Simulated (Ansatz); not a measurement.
Ansatz (a quantum-chemistry and plane-wave program) input:

Ansatz 0.2 input:
```yaml
crystal:
  lattice:
    - [3.2801576682, 0.0, 0.0]
    - [-1.6400788341, 2.840699869, 0.0]
    - [0.0, 0.0, 3.9971774646]
  atoms:
    - { symbol: Li, position: [0.3333333333, 0.6666666667, 0.75] }
    - { symbol: F, position: [0.6666666667, 0.3333333333, 0.75] }
    - { symbol: F, position: [0.3333333333, 0.6666666667, 0.25] }
    - { symbol: Li, position: [0.6666666667, 0.3333333333, 0.25] }
kpoints:
  mp_grid: { grid: [10, 10, 7] }
hamiltonian:
  xc: r2scan
  pseudopotentials: { azcp: { folder: ./paw }, kind: paw }
scf:
  occupations: { method: fixed }
elastic: { mode: relaxed_ion, stencil: two_point, amplitude: 0.005, f_tol: 0.0005 }
```

Output (shortened):

```
Pseudopotential: Li, paw, valence charge 3
Pseudopotential: F, paw, valence charge 7
Functional definition: r2SCAN
Crystal: 4 atoms, lattice volume = 37.245 Å³
Basis set: ecut = 500 eV, 921 PW (Γ), exchange–correlation on 100×100×120 points (64 copies of the dense FFT grid, shifted against one another)
Bands: 14, of which v1, the nominal top of the filled ones, is band 10 counted from 1 (9 counted from 0)
Symmetry: 24 space group operations
Space group: P63/mmc (ITA 194), of the structure as read, at distance tolerance 3.3e-5 Å
k-points: 56 of 700
SCF 1 converged in 10 iterations: F = -2036.569008 eV  dr2 = 1.30e-15
Crystal: 4 atoms, lattice volume = 37.245 Å³
SCF 2 converged in 2 iterations: F = -2036.569008 eV  dr2 = 1.99e-16
Crystal: 4 atoms, lattice volume = 37.059 Å³
Symmetry: 8 space group operations
k-points: 124 of 700
SCF 3 converged in 8 iterations: F = -2036.568679 eV  dr2 = 1.33e-14
relax step   1: F+E_penalty+E_count = -2036.56867924 eV  Δ(F+E_penalty+E_count) = +0.000e0 eV  max|allowed force component| = 2.123e-2 eV/Å  Δτ_max = 0.0000 Å  (8 SCF iters, accepted)
Crystal: 4 atoms, lattice volume = 37.059 Å³
SCF 4 converged in 8 iterations: F = -2036.568712 eV  dr2 = 8.91e-14
relax step   2: F+E_penalty+E_count = -2036.56871210 eV  Δ(F+E_penalty+E_count) = -3.286e-5 eV  max|allowed force component| = 1.492e-2 eV/Å  Δτ_max = 0.0011 Å  (8 SCF iters, accepted)
Crystal: 4 atoms, lattice volume = 37.059 Å³
SCF 5 converged in 8 iterations: F = -2036.568760 eV  dr2 = 6.51e-15
relax step   3: F+E_penalty+E_count = -2036.56876031 eV  Δ(F+E_penalty+E_count) = -4.821e-5 eV  max|allowed force component| = 2.836e-3 eV/Å  Δτ_max = 0.0018 Å  (8 SCF iters, accepted)
Crystal: 4 atoms, lattice volume = 37.059 Å³
SCF 6 converged in 7 iterations: F = -2036.568762 eV  dr2 = 3.91e-15
relax step   4: F+E_penalty+E_count = -2036.56876221 eV  Δ(F+E_penalty+E_count) = -1.895e-6 eV  max|allowed force component| = 6.339e-5 eV/Å  Δτ_max = 0.0007 Å  (7 SCF iters, accepted)
Crystal: 4 atoms, lattice volume = 37.059 Å³
SCF 7 converged in 2 iterations: F = -2036.568762 eV  dr2 = 9.57e-16
Crystal: 4 atoms, lattice volume = 37.432 Å³
Basis set: ecut = 500 eV, 923 PW (Γ), exchange–correlation on 100×100×120 points (64 copies of the dense FFT grid, shifted against one another)
SCF 8 converged in 8 iterations: F = -2036.568680 eV  dr2 = 1.62e-14
relax step   1: F+E_penalty+E_count = -2036.56868015 eV  Δ(F+E_penalty+E_count) = +0.000e0 eV  max|allowed force component| = 1.988e-2 eV/Å  Δτ_max = 0.0000 Å  (8 SCF iters, accepted)
Crystal: 4 atoms, lattice volume = 37.432 Å³
SCF 9 converged in 9 iterations: F = -2036.568754 eV  dr2 = 1.30e-14
relax step   2: F+E_penalty+E_count = -2036.56875419 eV  Δ(F+E_penalty+E_count) = -7.404e-5 eV  max|allowed force component| = 1.447e-3 eV/Å  Δτ_max = 0.0024 Å  (9 SCF iters, accepted)
Crystal: 4 atoms, lattice volume = 37.432 Å³
SCF 10 converged in 8 iterations: F = -2036.568755 eV  dr2 = 1.19e-14
relax step   3: F+E_penalty+E_count = -2036.56875458 eV  Δ(F+E_penalty+E_count) = -3.862e-7 eV  max|allowed force component| = 1.215e-5 eV/Å  Δτ_max = 0.0002 Å  (8 SCF iters, accepted)
Crystal: 4 atoms, lattice volume = 37.432 Å³
SCF 11 converged in 2 iterations: F = -2036.568755 eV  dr2 = 1.69e-15
Crystal: 4 atoms, lattice volume = 37.059 Å³
SCF 12 converged in 8 iterations: F = -2036.568653 eV  dr2 = 3.18e-14
Crystal: 4 atoms, lattice volume = 37.432 Å³
SCF 13 converged in 6 iterations: F = -2036.568676 eV  dr2 = 5.22e-14
Crystal: 4 atoms, lattice volume = 37.245 Å³
Symmetry: 4 space group operations
k-points: 196 of 700
SCF 14 converged in 8 iterations: F = -2036.568853 eV  dr2 = 2.25e-14
relax step   1: F+E_penalty+E_count = -2036.56885273 eV  Δ(F+E_penalty+E_count) = +0.000e0 eV  max|allowed force component| = 1.429e-4 eV/Å  Δτ_max = 0.0000 Å  (8 SCF iters, accepted)
Crystal: 4 atoms, lattice volume = 37.245 Å³
SCF 15 converged in 2 iterations: F = -2036.568853 eV  dr2 = 5.05e-15
Crystal: 4 atoms, lattice volume = 37.245 Å³
SCF 16 converged in 8 iterations: F = -2036.568853 eV  dr2 = 2.24e-14
relax step   1: F+E_penalty+E_count = -2036.56885273 eV  Δ(F+E_penalty+E_count) = +0.000e0 eV  max|allowed force component| = 1.429e-4 eV/Å  Δτ_max = 0.0000 Å  (8 SCF iters, accepted)
Crystal: 4 atoms, lattice volume = 37.245 Å³
SCF 17 converged in 2 iterations: F = -2036.568853 eV  dr2 = 4.99e-15
SCF converged after 2 iterations
Free energy (F): -2036.569008 eV
Harris-Foulkes:  -2036.569008 eV  (|F-HF|=4.55e-13)
Internal energy: -2036.569008 eV  (E = F + TS)
E sigma→0 (E₀):  -2036.569008 eV
Fermi energy:    -0.670091 eV
--- Per-component energies (eV) ---
  E_band       = -278.468058
  E_kinetic    = 435.661475
  E_local      = -1471.228933  (includes V_loc(G=0)·N_el)
  E_nonlocal   = 134.555957
  E_hartree    = 526.243487
  E_xc         = -172.725401
  E_vxc        = -253.240187  (∫ρ·V_xc dr)
  E_paw        = -465.309772  (= ΣΔE_a)
  E_vpaw       = -195.309620  (= ΣTr[D̂ρ^β])
  E_aug_tail   = 0.001101  (compensation charges beyond the density's cutoff)
  E_vtau       = 18.605175  (kinetic-family band-sum trace: ∫τ·v_τ [+ j·A + Jᵃ·Aᵃ] dr)
  E_ewald      = -1023.704139
  E_core_change = -0.062783  (= ΣΔE_core)
  E_smearing   =  0.000000  (= −TS)
  E_closure    =  0.000000  (closes the sum)
  Σ components = -2036.569008   (vs F -2036.569008, Δ=0.00e0)
--- Forces (eV/Å), atoms counted from 1 ---
  atom   1  Li     0.00000000     0.00000000     0.00000000
  atom   2  F      0.00000000     0.00000000     0.00000000
  atom   3  F      0.00000000     0.00000000     0.00000000
  atom   4  Li     0.00000000     0.00000000     0.00000000
  max |Σ_I F_I| component: 2.78e-17 eV/Å
--- Stress (GPa, compression-positive) ---
       -0.002328       0.000000       0.000000
        0.000000      -0.002328       0.000000
        0.000000       0.000000      -0.000620
  P = ⅓ Tr σ = -0.0018 GPa (-0.018 kbar)
--- Band table (eV; the first three rows and the last of 56) ---
  k-point 0: bands = ["-42.4649", "-42.3837", "-21.7233", "-21.0740", "-3.5464", "-1.9472", "-1.9472", "-1.1600", "-1.1600", "-0.6701", "7.8726", "15.1940", "16.7726", "17.1875"]
  k-point 1: bands = ["-42.4607", "-42.3875", "-21.6985", "-21.1146", "-3.3888", "-1.9072", "-1.9072", "-1.1974", "-1.1974", "-0.7974", "8.1057", "14.1968", "17.1588", "17.1588"]
  k-point 2: bands = ["-42.4489", "-42.3982", "-21.6252", "-21.2229", "-2.9552", "-1.7954", "-1.7954", "-1.3032", "-1.3032", "-1.1618", "8.7786", "12.6564", "17.1498", "17.1498"]
  k-point 55: bands = ["-42.4090", "-42.4067", "-21.4308", "-21.4132", "-2.7522", "-2.6939", "-2.5321", "-2.2184", "-0.8832", "-0.8129", "11.8594", "12.5357", "14.3031", "14.4768"]
--- Elastic constants: 3 strain directions × 2 members + reference (group order 24) ---
  dense FFT box of the reference and of every strained cell: 25×25×30
  strains applied: 11, 33, 23; error gains …
  C = ∂σ_k/∂η_j (tension-positive GPa; Voigt order 11 22 33 23 13 12):
        85.566     62.998     39.251      0.000      0.000      0.000
        62.998     85.566     39.251      0.000      0.000      0.000
        39.252     39.252    117.939      0.000      0.000      0.000
         0.000      0.000      0.000     53.841      0.000      0.000
         0.000      0.000      0.000      0.000     53.841      0.000
         0.000      0.000      0.000      0.000      0.000     11.284
  reference stress σ⁰ (GPa):      0.002      0.002      0.001      0.000      0.000      0.000
  moduli (Voigt/Reuss/Hill, GPa): K = 63.56/63.49/63.53   G = 33.63/20.76/27.20   E = 71.40   ν = 0.313
  mechanically stable: yes (min eigenvalue of sym C = 11.28 GPa)
  strain η (Voigt 11):  stress-route row diagonal C_11 = 85.57 GPa, energy-path curvature d²(F+E_count+ΔE)/dδ²/Ω₀ = 85.53 GPa
         δ    σ_11 (GPa)             F (eV)   n_scf  n_hpsi   n_pw
    -5.000e-3      -0.4304       -2036.5687622       2   14420    956   relax 4 steps, max|allowed force component| 6.34e-5 eV/Å
     5.000e-3       0.4253       -2036.5687546       2   14418    965   relax 3 steps, max|allowed force component| 1.22e-5 eV/Å
  strain η (Voigt 33):  stress-route row diagonal C_33 = 117.94 GPa, energy-path curvature d²(F+E_count+ΔE)/dδ²/Ω₀ = 117.85 GPa
         δ    σ_33 (GPa)             F (eV)   n_scf  n_hpsi   n_pw
    -5.000e-3      -0.6077       -2036.5686528       8   15324    956   relax 0 steps, max|allowed force component| 1.41e-16 eV/Å
     5.000e-3       0.5717       -2036.5686759       6   12922    965   relax 0 steps, max|allowed force component| 7.40e-17 eV/Å
  strain η (Voigt 23):  stress-route row diagonal C_44 = 53.84 GPa, energy-path curvature d²(F+E_count+ΔE)/dδ²/Ω₀ = 53.86 GPa
         δ    σ_23 (GPa)             F (eV)   n_scf  n_hpsi   n_pw
    -5.000e-3      -0.2692       -2036.5688527       2   22834    959   relax 1 steps, max|allowed force component| 1.43e-4 eV/Å
     5.000e-3       0.2692       -2036.5688527       2   22830    959   relax 1 steps, max|allowed force component| 1.43e-4 eV/Å
```

Cost: around 80 core-seconds (rough) on shared cores.

Space group P6_3/mmc. The start of the workflow was typed in or built on a structure type; neither database checked (COD, Materials Project) lists it. It is not the phase usual at ambient conditions (space group No. 225). The cell was relaxed with r²SCAN under the symmetry of its start; its stability against distortions is not shown here.

Potentials: the earlier of the program's two PAW sets.

Ansatz is a plane-wave DFT program.
